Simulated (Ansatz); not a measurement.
HW2O6 in space group Pmm2 (No. 25; Pearson symbol oP9), PBE (plane waves, PAW; program Ansatz), all energies at zero smearing, with the estimated change up to a 700 eV cutoff added, with one set of potentials and settings (totals compare only within such a set). Cell of 9 atoms (2 W, 6 O, 1 H): -24195.029 eV.

```csv
element,reference phase,E (eV/atom)
W,"Im-3m, 1 atoms in the cell",-10385.9177
O,"C2/m, 4 atoms in the cell, spin-polarised",-565.0042
H,"Cmce, 4 atoms in the cell",-15.8829
```

Formation energy per atom, worked out: (-24195.029 − 2×(-10385.9177) − 6×(-565.0042) − 1×(-15.8829))/9 = -1.921 eV/atom (-185 kJ per mol of atoms), at 0 K, without zero-point energy or fitted corrections.

The start of the workflow was typed in or built on a structure type; neither database checked (COD, Materials Project) lists it. Its standing as an ambient phase is unchecked. Symmetry was held in the PBE relaxation; whether a distortion lowers the energy is not shown. The workflow began spin-polarised and lost its moments. No Hubbard U is applied. The references are the lowest solids computed at this level, not always the standard phases (solids in place of the gases). Scalar-relativistic: spin–orbit coupling is off unless named, which matters more the heavier the elements.

Potentials: the earlier of the program's two PAW sets.
